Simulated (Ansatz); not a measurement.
TiTeSe in space group P3m1 (No. 156; Ti on 1a, Te on 1c, Se on 1b) at seven volumes, DFT-r²SCAN+D4 in the program Ansatz with PAW potentials, shape and atoms relaxed at each. One row is withheld.

```csv
V (Å³/atom),P (GPa)
22.871,3.63
23.625,2.08
24.378,0.88
25.132,0.00
25.886,?
26.640,-1.00
27.394,-1.21
```

Question: Fit the shown pressures and predict the withheld one.

Answer: Third-order Birch–Murnaghan: P = (3/2)B₀(x^(7/2) − x^(5/2))[1 + (3/4)(B′ − 4)(x − 1)] with x = (V₀/V)^(2/3). Least squares on the six rows gives V₀ = 25.150 Å³/atom, B₀ = 23.76 GPa, B′ = 10.84. At V = 25.886, x = 0.9810 and P = -0.58 GPa. The run itself gave -0.61 GPa.

The workflow started from a Materials Project entry (that database holds measured and hypothetical structures alike); the Crystallography Open Database copy checked does not list it. Whether it is the stable phase at ambient conditions was not checked. The r²SCAN+D4 relaxation kept the symmetry of its start; whether a distortion lowers the energy is not shown. No spin polarisation was allowed. Scalar-relativistic: spin–orbit coupling is off unless named, which matters more the heavier the elements.

Potentials: the later of the program's two PAW sets.
